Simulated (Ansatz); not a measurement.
**ScIn under strong compression**

```xyz
2
Lattice="3.2216 0.0000 0.0000 0.0000 3.2216 0.0000 0.0000 0.0000 4.3075" Properties=species:S:1:pos:R:3 pbc="T T T"
Sc    0.0000    0.0000    0.0000
In    1.6108    1.6108    2.1537
```

The base volume is that of a database entry, with shape and atoms relaxed on PAW files at held volume, so it needn't be at zero pressure; the structure needn't be the stable phase, at rest or compressed.

Its volume is scaled, and at each volume shape and atoms are relaxed on PAW files; all methods then take that cell.

All numbers are PBEsol results (scalar-relativistic) from Ansatz 0.2.0, with a Γ-centred 11×11×8 k mesh, Fermi–Dirac smearing of 0.05 eV, spin-polarised from start moments Sc1 1 μB. Methods: LAPW: all electrons, basis error target 1 meV/atom; PAW: frozen-core files, cutoff 420 eV; crystal datasets: all electrons, by PAW datasets that the program makes for each cell.

Energies are extrapolated to zero smearing and count from the unscaled cell; pressure is positive in compression; gaps take the mesh and a band path. No temperature or zero-point motion is included.

Other magnetic orders may lie lower. The PAW files were made under PBE.

```csv
V/V0,V (Å³/atom),P LAPW (GPa),ΔE LAPW (eV/atom),P PAW − LAPW (GPa),ΔE PAW − LAPW (meV/atom),moment (μB/cell),space group,shortest distance (Å)
1.00,22.35,-2.44,0.000,-0.01,0.0,0.30,P4/mmm,3.135
0.70,15.65,47.2,0.654,-0.02,-0.7,0.00,P4/mmm,2.794
0.60,13.41,96.4,1.619,0.01,-0.8,0.00,P4/mmm,2.660
0.55,12.29,136.3,2.422,0.03,-0.6,0.02,P4/mmm,?
```

(1) Fill in "shortest distance (Å)" for the row "0.55".

(2) From the table, what is the rise of the enthalpy H = E + pV up to the last row, and how stiff is the crystal between the last two rows?

(3) At the smallest volume, how far do crystal datasets lie from LAPW in pressure?

(4) How do the Löwdin populations by LAPW change from the unscaled cell to the last row?

Answers

(1) 2.590.

(2) ΔH = 2.422 eV + (136.3 GPa × 12.29 Å³ + 2.44 GPa × 22.35 Å³) × 0.006242 eV/(GPa·Å³) = 13.22 eV/atom, of which pV makes 82 %. The mean bulk modulus there is −ΔP/Δln V = 458 GPa.

(3) crystal datasets: 0.00 GPa, on a LAPW pressure of 136.3 GPa.

(4) Sc 3s 1.95 → 1.88, Sc 4s 0.45 → 0.37, Sc 3p 5.99 → 5.94, Sc 3d 1.91 → 2.66, In 4s 1.98 → 1.94, In 5s 1.20 → 0.93, In 5p 2.51 → 2.38, In 4d 9.97 → 9.91 electrons an atom. These are projections on the shells that the free atoms fill; 0.04 e a cell lies outside them at the start and 0.04 e at the end.
